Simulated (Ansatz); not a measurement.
Polymorphs of TaAg, each relaxed with the program Ansatz at the r²SCAN level (PAW):

A: Pmma
a = 4.736 Å, b = 2.767 Å, c = 5.280 Å, α = β = γ = 90.00°

```tsv
atom	site	symmetry	x	y	z
Ag	2e	mm2	0.7500	0.0000	0.1457
Ta	2f	mm2	0.2500	0.5000	0.3510
```

B: L1₀ or tetragonal B2 (P4/mmm)
a = b = 2.825 Å, c = 4.331 Å, α = β = γ = 90.00°

| atom | site | symmetry | x | y | z |
|---|---|---|---|---|---|
| Ag | 1a | 4/mmm | 0.0000 | 0.0000 | 0.0000 |
| Ta | 1d | 4/mmm | 0.5000 | 0.5000 | 0.5000 |

C: Cmcm
a = 2.6856 Å, b = 11.4885 Å, c = 4.5286 Å, α = β = γ = 90.00°

| atom | site | symmetry | x | y | z |
|---|---|---|---|---|---|
| Ta | 4c | m2m | 0.0000 | 0.3180 | 0.2500 |
| Ag | 4c | m2m | 0.0000 | 0.0635 | 0.2500 |

### Question
Rank these by energy per atom at 0 K (lowest first), as r²SCAN gives it.

### Answer
C (+0 meV/atom), B (+63 meV/atom), A (+68 meV/atom)

Typed or built starts, not in the databases checked: A; B; C. All cells were relaxed under the symmetry of their starts (and spin orders); stability against distortions was not tested throughout. Rows with no word on spin ran without spin polarisation. Scalar-relativistic: spin–orbit coupling is off unless named, which matters more the heavier the elements.

Energies hold the estimated change up to a 700 eV cutoff; steps of a few meV lie near the error of the meshes.

Potentials: the later of the program's two PAW sets.
